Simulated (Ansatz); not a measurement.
InP:
```yaml
crystal:
  lattice:
    - [4.16777, 0.00000, 0.00000]
    - [-2.08388, 3.60939, 0.00000]
    - [0.00000, 0.00000, 6.83360]
  atoms:
    - { symbol: In, position: [0.66667, 0.33333, 0.50010] }
    - { symbol: In, position: [0.33333, 0.66667, 0.00010] }
    - { symbol: P, position: [0.66667, 0.33333, 0.87490] }
    - { symbol: P, position: [0.33333, 0.66667, 0.37490] }
```

Relaxed with HSE06.

Task: Give the Bader charges and basin volumes of the independent atoms, DFT-HSE06 in the program Ansatz with PAW potentials.

Result: 

```csv
atom,Bader charge (e),Bader volume (Å³)
In1,+0.99,21.4
P3,-0.99,30.0
```

Space group P6_3mc (wurtzite). The first step of the workflow began from a Materials Project structure, measured or hypothetical; the Crystallography Open Database copy checked does not list it. It is not the phase usual at ambient conditions (space group No. 216). Symmetry was held in the HSE06 relaxation; its stability against distortions is not shown here.

Potentials: the earlier of the program's two PAW sets. The files were generated under PBE; for other functionals the program regenerates the frozen cores, and for LDA and PBEsol the local potential too.
